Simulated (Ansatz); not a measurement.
**Exchange couplings of Ni (Fm-3m)**

The geometry is a structure as deposited in COD, held fixed and not relaxed.

Functional, mesh and filling: PBE, 16×16×16 k mesh, Fermi–Dirac smearing of 0.1 eV. AE-PAW is all-electron PAW in Ansatz 0.2.0 on datasets made for the crystal. Site moments are integrated in spheres about the atoms.

The run was typed so:

```yaml
crystal:
  lattice:
    - [0.0, 1.761935, 1.761935]
    - [1.761935, 0.0, 1.761935]
    - [1.761935, 1.761935, 0.0]
  atoms:
    - { symbol: Ni, position: [0.0, 0.0, 0.0], spin: 0.6 }
magnetization:
  spin_polarized: true
kpoints:
  mp_grid: { grid: [16, 16, 16] }
  band_path:
    path:
      - [0.0, 0.0, 0.0]
      - [0.5, 0.0, 0.5]
      - [0.625, 0.25, 0.625]
      - [0.375, 0.375, 0.75]
      - [0.0, 0.0, 0.0]
      - [0.5, 0.5, 0.5]
      - [0.5, 0.25, 0.75]
      - [0.5, 0.0, 0.5]
    npoints: 8
scf:
  occupations: { method: fermi_dirac, width: 0.1 }
  lower_state_search: "off"
hamiltonian:
  xc: pbe
  pseudopotentials: { kind: all_electron, datasets: crystal }
output:
  eigenvalues: false
  eigenstates:
    nscf_kmesh: { grid: [16, 16, 16] }
    top_band: c10
    exchange_couplings: { magnetic: [{ species: Ni }] }
```

Command: `ansatz run input.yaml --threads 2 --pin off --max-ram 5120MiB --backend cpu --events-out ev --progress --plain --runs-dir out`

Site moments (μB): Ni 0.65. Cell moment 0.61 μB.

Couplings come from the force theorem (directions of the magnetic atoms constrained, all else relaxed) on a 16×16×16 mesh, with E = −Σ J e_i·e_j over ordered pairs of unit vectors, so positive J favours parallel moments.

```csv
pair,count,J AE-PAW (meV),"J, frozen-core files (meV)"
Ni–Ni at 2.49 Å,12,+5.47,+5.41
Ni–Ni at 3.52 Å,6,-0.98,-0.98
Ni–Ni at 4.32 Å,24,+0.48,+0.47
Ni–Ni at 4.98 Å,12,-0.08,-0.07
Ni–Ni at 5.57 Å,24,-0.03,-0.03
Ni–Ni at 6.10 Å,8,-0.26,-0.26
Ni–Ni at 6.59 Å,48,+0.16,+0.16
Ni–Ni at 7.05 Å,6,-0.03,-0.02
"Ni–Ni at 7.48 Å, set 1",24,-0.01,-0.01
"Ni–Ni at 7.48 Å, set 2",12,-0.38,-0.37
Ni–Ni at 7.88 Å,24,+0.04,+0.04
Ni–Ni at 8.26 Å,24,-0.01,-0.01
```

Pairs at one distance with different couplings are listed as sets.

Q: What ordering temperature follows for classical moments?

A: 558 K in mean field, and 450 K by Tyablikov's decoupling, from all shells, not only those listed. Mean field overestimates it as a rule, and the couplings show only that this order is stable against small turns, not that no other order lies lower.

The couplings come from one mesh, and their convergence in k wasn't tested.

The Ansatz runs typed with the search for lower states off end where their start leads. The program couldn't verify every level among the many empty bands that the force theorem sums over. The magnetic state is the one that this cell and start allow. It needn't be the compound's measured order, which may need a larger cell or be absent.
